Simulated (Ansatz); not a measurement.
A generated cell, not matched to a known phase here, of SrHfCl2: R-3m, hexagonal axes (No. 166), hR4; a = b = 3.3526 Å, c = 26.5453 Å, α = β = 90.00°, γ = 120.00°; Sr 3a (0.000, 0.000, 0.000); Hf 3b (0.000, 0.000, 0.500); Cl 6c (0.000, 0.000, 0.238). Computed with PBEsol (plane waves to 420 eV, PAW, scalar-relativistic; Ansatz, an electronic-structure program). Element references, the lowest calculated here: Hf (P6₃/mmc), Sr (Fm-3m), Cl (Cmce); gases are represented by their molecular solids.

Total energies (eV/atom, σ → 0; comparable only within this code, potentials and settings):

```csv
phase,E (eV/atom)
SrHfCl2 (R-3m),-5303.814
Hf (P6₃/mmc),-15598.026
Sr (Fm-3m),-3492.214
Cl (Cmce),-1060.812
SrCl2 (Fm-3m),-1873.789
```

Q: What is the formation energy of this R-3m form of SrHfCl2 from the elements?

A: E_f = -5303.814 − [1 × (-3492.214) + 1 × (-15598.026) + 2 × (-1060.812)] / 4 = -0.85 eV/atom (-3.4 eV per formula unit).

Q: How does this cell stand against the other phases calculated?

A: It lies 1.03 eV/atom above their hull: SrHfCl2 → SrCl2 + Hf (Hf P6₃/mmc, SrCl2 Fm-3m) releases that much. A lower structure of this composition may exist.

This is the hull of the energies calculated here, no anion corrections; phases that were not calculated are missing from it. Values are rounded to 0.01 eV/atom. Not shown to be the ambient phase of their composition (a lower form may be missing, and a cell relaxed within its start's symmetry can be a saddle point): SrHfCl2 (R-3m). Spin-orbit coupling is missing from these energies, which matters for elements this heavy. The compounds carry no spin polarisation. The d or f electrons are treated with no Hubbard U.
